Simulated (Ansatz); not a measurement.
Given:

Nb3Sn:
```
Nb3Sn
1.0
    5.22079     0.00000     0.00000
    0.00000     5.22079     0.00000
    0.00000     0.00000     5.22079
Sn Nb
2 6
Direct
  0.00000   0.00000   0.00000
  0.50000   0.50000   0.50000
  0.25000   0.00000   0.50000
  0.50000   0.75000   0.00000
  0.75000   0.00000   0.50000
  0.50000   0.25000   0.00000
  0.00000   0.50000   0.75000
  0.00000   0.50000   0.25000
```

This is the LDA-relaxed structure.

### Question
All from LDA in the plane-wave PAW code Ansatz, unless another level is named. Predict the density of states at the Fermi level.

### Answer
2.0 states/eV per atom (mean over ±0.08 eV).

### Question
What about the formation energy from the elements (no fitted shifts)?

### Answer
-0.21 eV/atom.

Space group Pm-3n (A15 (Cr3Si type)). Symmetry was held in the LDA relaxation. The run is not spin-polarised. The references are the lowest solids computed at this level, not always the standard phases. Spin–orbit coupling is left out wherever it is not named.

Potentials: the later of the program's two PAW sets.
